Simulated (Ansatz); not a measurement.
LaB$_{2}$:
```xyz
3
Lattice="-1.9875 1.9875 3.4484 1.9875 -1.9875 3.4484 1.9875 1.9875 -3.4484" Properties=species:S:1:pos:R:3 pbc="T T T"
La     0.0000     0.0000     0.0000
B      0.0000     0.0000     2.6743
B      0.0000     0.0000     4.2225
```

This is the PBEsol-relaxed structure.

Question: All from DFT-PBEsol in the program Ansatz with PAW potentials, unless another level is named. Predict the bulk modulus (Birch–Murnaghan fit).

Answer: 67.5 GPa.

Question: Next, the highest zone-centre frequency?

Answer: 132.7 meV.

Space group I4/mmm (MoSi2 or CaC2 type). The start of the workflow was typed in or built on a structure type; neither database checked (COD, Materials Project) lists it. Whether it is the stable phase at ambient conditions was not checked. The cell was relaxed with PBEsol under the symmetry of its start; whether a distortion lowers the energy is not shown. Its formation energy is positive at this level, so the cell may be metastable or incomplete. Spin–orbit coupling is left out wherever it is not named.

Potentials: the earlier of the program's two PAW sets. The files were generated under PBE; for other functionals the program regenerates the frozen cores, and for LDA and PBEsol the local potential too.
